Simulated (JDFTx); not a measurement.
An input for a modified build of JDFTx (Ti(0001), linear PCM (GLSSA13), water, 2 M NaF; bohr, hartree) and the course of its log:

```
lattice \
  5.5477258648 -2.7738629324 0.0000000000 \
  0.0000000000 4.8044715411 0.0000000000 \
  0.0000000000 0.0000000000 43.4637008664
coords-type Lattice
ion Ti 0.6666666667 0.3333333333 -0.1482406876 0
ion Ti 0.3333333333 0.6666666667 -0.0504441300 0
ion Ti 0.6666666667 0.3333333333 0.0504441300 0
ion Ti 0.3333333333 0.6666666667 0.1482406876 0
ion-species pseudo/ti_pbe_v1.4.upf
elec-cutoff 20 100
elec-ex-corr gga-PBE
coulomb-interaction Slab 001
coulomb-truncation-embed 0 0 0
kpoint-folding 8 8 1
elec-smearing Fermi 0.01
elec-n-bands 34
target-mu -0.153980
electronic-scf nIterations 100 energyDiffThreshold 1e-07
fluid LinearPCM
pcm-variant GLSSA13
fluid-solvent H2O
fluid-cation Na+ 2
fluid-anion F- 2
fluid-minimize nIterations 400 knormThreshold 1e-12
wavefunction read f1.wfns
elec-initial-eigenvals f1.eigenvals
elec-initial-fillings read f1.fillings
fluid-initial-state f1.fluidState
dump-name f1_u0.$VAR
dump End State Ecomponents EigStats BandEigs Forces ElecDensity IonicPositions Fillings Kpoints Dtot FluidDebug BoundCharge FluidDensity
```

```
[one cycle in 5 is shown, and the last three; fluid-solver lines are left out]
	FillingsUpdate:  mu: -0.153980000  nElectrons: 45.942996
SCF: Cycle:  0   G: -223.888544764200361   dG: +1.947e+00   |Residual|: 1.394e-01   |deigs|: 4.766e-07
	FillingsUpdate:  mu: -0.153980000  nElectrons: 47.622919
SCF: Cycle:  5   G: -225.785313853313994   dG: -1.147e-01   |Residual|: 3.022e-02   |deigs|: 1.718e-03
	FillingsUpdate:  mu: -0.153980000  nElectrons: 46.704254
SCF: Cycle: 10   G: -225.095036865469439   dG: -5.102e-01   |Residual|: 8.945e-02   |deigs|: 1.735e-03
	FillingsUpdate:  mu: -0.153980000  nElectrons: 46.421059
SCF: Cycle: 15   G: -224.902913407194944   dG: +1.343e-02   |Residual|: 9.916e-02   |deigs|: 4.926e-04
	FillingsUpdate:  mu: -0.153980000  nElectrons: 45.074345
SCF: Cycle: 20   G: -222.891340124827479   dG: +1.687e+00   |Residual|: 1.856e-01   |deigs|: 5.665e-03
	FillingsUpdate:  mu: -0.153980000  nElectrons: 46.227781
SCF: Cycle: 25   G: -224.863931569430292   dG: -4.606e+00   |Residual|: 1.071e-01   |deigs|: 1.307e-02
	FillingsUpdate:  mu: -0.153980000  nElectrons: 47.077597
SCF: Cycle: 30   G: -225.640631617304734   dG: -8.613e-02   |Residual|: 4.988e-02   |deigs|: 8.181e-04
	FillingsUpdate:  mu: -0.153980000  nElectrons: 48.650392
SCF: Cycle: 35   G: -225.378490711472352   dG: +1.876e-01   |Residual|: 7.135e-02   |deigs|: 1.189e-03
	FillingsUpdate:  mu: -0.153980000  nElectrons: 48.652595
SCF: Cycle: 40   G: -225.282862298807316   dG: -5.597e+00   |Residual|: 8.339e-02   |deigs|: 2.953e-02
	FillingsUpdate:  mu: -0.153980000  nElectrons: 46.863898
SCF: Cycle: 45   G: -225.763347339015638   dG: -3.275e-01   |Residual|: 4.879e-02   |deigs|: 8.227e-03
	FillingsUpdate:  mu: -0.153980000  nElectrons: 42.435965
SCF: Cycle: 50   G: -216.194044429408251   dG: +3.526e-01   |Residual|: 3.511e-01   |deigs|: 8.618e-04
	FillingsUpdate:  mu: -0.153980000  nElectrons: 38.450295
SCF: Cycle: 55   G: -194.913761531484568   dG: +9.737e+00   |Residual|: 6.032e-01   |deigs|: 1.201e-02
	FillingsUpdate:  mu: -0.153980000  nElectrons: 53.843685
SCF: Cycle: 60   G: -207.631167774945681   dG: +4.693e+00   |Residual|: 4.928e-01   |deigs|: 3.881e-03
	FillingsUpdate:  mu: -0.153980000  nElectrons: 38.084703
SCF: Cycle: 65   G: -194.398415860077023   dG: +1.512e+01   |Residual|: 6.217e-01   |deigs|: 2.067e-02
	FillingsUpdate:  mu: -0.153980000  nElectrons: 42.406983
SCF: Cycle: 70   G: -215.777903044768266   dG: +9.103e-01   |Residual|: 3.702e-01   |deigs|: 2.408e-03
	FillingsUpdate:  mu: -0.153980000  nElectrons: 45.729758
SCF: Cycle: 75   G: -225.213625145162496   dG: +4.785e-01   |Residual|: 1.320e-01   |deigs|: 1.185e-02
	FillingsUpdate:  mu: -0.153980000  nElectrons: 45.965788
SCF: Cycle: 80   G: -225.470353418038144   dG: -6.044e+00   |Residual|: 1.106e-01   |deigs|: 2.127e-02
	FillingsUpdate:  mu: -0.153980000  nElectrons: 39.858218
SCF: Cycle: 85   G: -204.530886700820020   dG: +1.937e+01   |Residual|: 5.047e-01   |deigs|: 3.244e-02
	FillingsUpdate:  mu: -0.153980000  nElectrons: 44.122663
SCF: Cycle: 90   G: -222.681240953791331   dG: -8.107e+00   |Residual|: 2.139e-01   |deigs|: 1.630e-02
	FillingsUpdate:  mu: -0.153980000  nElectrons: 40.908312
SCF: Cycle: 95   G: -180.303468613923513   dG: +1.044e+01   |Residual|: 1.122e+00   |deigs|: 4.025e-02
	FillingsUpdate:  mu: -0.153980000  nElectrons: 36.989221
SCF: Cycle: 97   G: -189.760742818075073   dG: +5.904e+00   |Residual|: 6.508e-01   |deigs|: 1.826e-02
	FillingsUpdate:  mu: -0.153980000  nElectrons: 41.892337
SCF: Cycle: 98   G: -216.149080000269606   dG: -2.639e+01   |Residual|: 3.475e-01   |deigs|: 3.986e-02
	FillingsUpdate:  mu: -0.153980000  nElectrons: 60.678357
SCF: Cycle: 99   G: -153.555321170740115   dG: +6.259e+01   |Residual|: 1.224e+00   |deigs|: 1.037e-01
SCF: None of the convergence criteria satisfied after 100 iterations.
IonicMinimize: Iter:   0  G: -153.555321170740115  |grad|_K:  0.000e+00
IonicMinimize: Converged (|grad|_K<1.000000e-04).
```

This run gave no converged result. The electronic loop ended without meeting its threshold, so the last energy, electron count and forces aren't results.
